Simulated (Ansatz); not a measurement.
HgS (zinc blende), relaxed with PBEsol (Ansatz, an electronic-structure program, plane waves, PAW): a = 5.876 Å, b = 5.876 Å, c = 5.876 Å, α = 90.00°, β = 90.00°, γ = 90.00°.

| Item | Value |
|---|---|
| ΔH_f (eV/atom) | -0.19 |
| B₀ by P(V) fit (GPa) | 60.3 |
| K_Hill (GPa) | 60.3 |
| G_Hill (GPa) | 15.8 |
| Θ_D (K) | 165 |

Question: The same phase is relaxed and computed with LDA in the same code. What are the cell and these values now?

Answer: a = 5.812 Å, b = 5.812 Å, c = 5.812 Å, α = 90.00°, β = 90.00°, γ = 90.00°.

* **ΔH_f (eV/atom)**: -0.19
* **B₀ by P(V) fit (GPa)**: 67.3
* **K_Hill (GPa)**: 67.4
* **G_Hill (GPa)**: 16.2
* **Θ_D (K)**: 166

All cells were relaxed under the symmetry of their starts (and spin orders); stability against distortions was not tested throughout. Spin–orbit coupling is left out wherever it is not named.

Potentials: the later of the program's two PAW sets.

Ansatz is a plane-wave DFT program.

Formation energies count from the lowest solids of the elements computed at the same level, not from gases.
